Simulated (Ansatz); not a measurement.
Space group I-4m2 (No. 119). a = 6.117 Å, b = 6.117 Å, c = 12.132 Å, α = 90.00°, β = 90.00°, γ = 90.00°
| atom | site | symmetry | x | y | z |
| --- | --- | --- | --- | --- | --- |
| Ge | 2a | -4m2 | 0.0000 | 0.0000 | 0.0000 |
| Sb | 2b | -4m2 | 0.5000 | 0.5000 | 0.0000 |
| Sb | 2d | -4m2 | 0.5000 | 0.0000 | 0.2500 |
| Te | 4f | 2mm. | 0.0000 | 0.5000 | 0.0035 |
| Te | 4e | 2mm. | 0.0000 | 0.0000 | 0.2462 |

Equation of state of this GeSb2Te4 structure (not necessarily the ground state), with shape and atoms relaxed at each volume where symmetry leaves them free. It has no gap at any of these volumes. Theory: DFT PBE, scalar-relativistic, plane waves, PAW (Ansatz).

Settings: cutoff 420 eV, Γ-centred mesh 8×8×8 on the computed 7-atom cell, Gaussian smearing of 0.10 eV; no spin polarisation.

```tsv
V (Å³/atom)	E − E(largest V) (meV/atom)	P (GPa)
29.504	5.32	4.64
30.476	-17.23	2.83
31.449	-29.65	1.29
32.422	-33.49	0.00
33.394	-30.09	-1.10
34.367	-20.58	-2.02
35.664	0.00	-3.04
```

Task: Fit a third-order Birch–Murnaghan equation to E(V).

Result: V0 = 32.42 Å³/atom, B0 = 40 GPa, B0' = 4.6.

Spin-orbit coupling is left out, which matters for the bands of heavy elements.